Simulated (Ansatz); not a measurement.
Input deck for Ansatz 0.2.0, then the block of the output on the nuclei.

The cell is a refined structure from the COD, relaxed with PBE at fixed cell and then changed (z compressed by 3 %, ions relaxed).

```yaml
crystal:
  lattice:
    - [3.7986, 0.0, 0.0]
    - [0.0, 3.7986, 0.0]
    - [0.0, 0.0, 4.695576]
  atoms:
    - { symbol: Sn, position: [0.5, 0.0, 0.2422836718] }
    - { symbol: Sn, position: [0.0, 0.5, 0.7577163282] }
    - { symbol: O, position: [0.0, 0.0, 0.0] }
    - { symbol: O, position: [0.5, 0.5, 0.0] }
kpoints:
  mp_grid: { grid: [12, 12, 10] }
scf:
  occupations: { method: fermi_dirac, width: 0.05 }
hamiltonian:
  xc: pbe
  pseudopotentials: { kind: paw }
output:
  forces: true
  stress: true
  populations: true
  efg:
    quadrupole_moments_barn: { Sn: -0.132, O: -0.02558 }
    contact_densities: true
  write_density: true
  write_potential: true
  elf: true
  volumetric_format: npy
relax:
  f_tol: 0.02
  max_steps: 60
```

The quadrupole moment typed for Sn is that of the 23.9 keV Mössbauer state of ¹¹⁹Sn; the ground state has I = 1/2 and no quadrupole moment.

```sh
ansatz run input.yaml --threads 1 --pin off --max-ram 3072MiB --backend cpu --events-out ev --progress --plain --runs-dir out
```

The run relaxes the ions first, and the block belongs to the relaxed positions.

Of the output, the block on the nuclei alone is shown; the set-up, the SCF iterations, energies, forces and stress are cut. One atom of each set with nearly equal values is shown.

```
--- PAW observables at the nuclei: V_zz in 10²¹ V/m², potentials from the cell's mean, atoms counted from 1 ---
  atom   1  Sn V_zz =   -17.316947   η = 0.0000   by run symmetry: allowed   C_q = +55.2713 MHz
            electrostatic potential = -8173.662317 V   contact ρ = 1236417.724759 e/Å³
  atom   3  O  V_zz =    +0.531321   η = 0.0000   by run symmetry: allowed   C_q = -0.3286 MHz
            electrostatic potential = -626.231561 V   contact ρ = 2159.192767 e/Å³
```

The relaxation (4 steps) took 32 s of wall time (32 s of CPU time) and 0.6 GiB at its peak, on 1 thread of Intel Xeon 6975P-C (Granite Rapids) (x86_64; 16 cores open to the job, memory cap 3.0 GiB, no GPU), a shared host with a load of 0.6 a core.

The run finds no gap above 0.1 eV (a metal, or nearly one), so the gradients can move by 10 % or more with the k-mesh. Without spin–orbit coupling (the program notes it for Sn) the gradients can shift somewhat, as the gap is small. Semilocal functionals make gaps too small and can close them, so the real compound need not be a metal.
